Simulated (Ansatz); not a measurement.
The polar optical mode of AlN at 3 GPa, worked through

These are results of DFT LDA, scalar-relativistic, plane waves, PAW (Ansatz 0.2.0), not measurements. Cutoff 420 eV, 10×10×10 k-points (Γ-centred), fixed occupations. No spin polarisation. Phonons by linear response, acoustic sum rule imposed.

The cell, relaxed at 3 GPa:
```cif
data_structure
_symmetry_space_group_name_H-M 'F-43m'
_symmetry_Int_Tables_number 216
_cell_length_a 4.3222
_cell_length_b 4.3222
_cell_length_c 4.3222
_cell_angle_alpha 90.000
_cell_angle_beta 90.000
_cell_angle_gamma 90.000
_cell_volume 80.75
loop_
_atom_site_label
_atom_site_type_symbol
_atom_site_symmetry_multiplicity
_atom_site_Wyckoff_symbol
_atom_site_fract_x
_atom_site_fract_y
_atom_site_fract_z
_atom_site_occupancy
Al1 Al 4 a 0.00000 0.00000 0.00000 1
N1 N 4 c 0.25000 0.25000 0.25000 1
```

Linear response gives ν_TO = 677.5 cm⁻¹, Born charges ±2.543 e (positive on Al) and ε∞ = 4.516. The primitive cell holds 20.186 Å³, and the masses are 26.982 and 14.007 amu.

Question: Find ν_LO and the static dielectric constant.

Answer: The long-wave field adds a restoring force: ω_LO² − ω_TO² = Z*²e²/(ε_vac ε∞ μV). In these units ν_LO² − ν_TO² = 4.92064×10⁷ Z*²/(μ V ε∞) cm⁻², with μ = m₁m₂/(m₁ + m₂) = 9.220 amu: 378720 cm⁻². So ν_LO = √(677.5² + 378720) = 915.2 cm⁻¹, and the run gives 915.2. Lyddane–Sachs–Teller then gives ε0 = ε∞ (ν_LO/ν_TO)² = 8.24, against 8.24 in the run (it forms both from the same three quantities, so the match checks the arithmetic only). Between ν_TO and ν_LO the dielectric function is negative and an undamped crystal reflects fully: a reststrahlen band from 10.9 to 14.8 μm.

Question: What do the Clausius–Mossotti polarisability and the Szigeti charge come to?

Answer: With the Lorentz local field, α = (3V/4π)(ε∞ − 1)/(ε∞ + 2) = 2.60 Å³ for the pair, and e_S = 3Z*/(ε∞ + 2) = 1.17 e. The Born charge includes the electrons' response to the dipole's own local field, and e_S takes that enhancement out. The Lorentz field assumes point-like polarisable ions, a poor picture once ε∞ is this large, since the electron clouds then overlap or are shared, so both numbers are formal here.

Question: How strongly does a slow electron couple to the LO mode?

Answer: For one isotropic parabolic band, Fröhlich's constant is α_F = (1/ε∞ − 1/ε0) √(m* Ry/ħω_LO), with Ry = 13.606 eV, ħω_LO = 113.5 meV and m* in free-electron masses: α_F = 0.1001 × 10.95 × √m* = 1.10 √m*. The band mass isn't part of this run; for m* = 0.1, 0.3 and 1 it gives 0.35, 0.60, 1.10. In weak coupling the polaron lies α_F ħω_LO below the band edge (68 meV at m* = 0.3) with a mass m*(1 + α_F/6); past α_F of about 5 or 6 that expansion fails. A semilocal functional's ε∞ tends to be too large, which taken alone lowers α_F.

This zinc-blende form isn't the usual stable structure of the compound at low pressure.

Cost: 1 run of about 0.19 core-minutes, on Intel Xeon Platinum 8559C (Emerald Rapids) (shared hosts).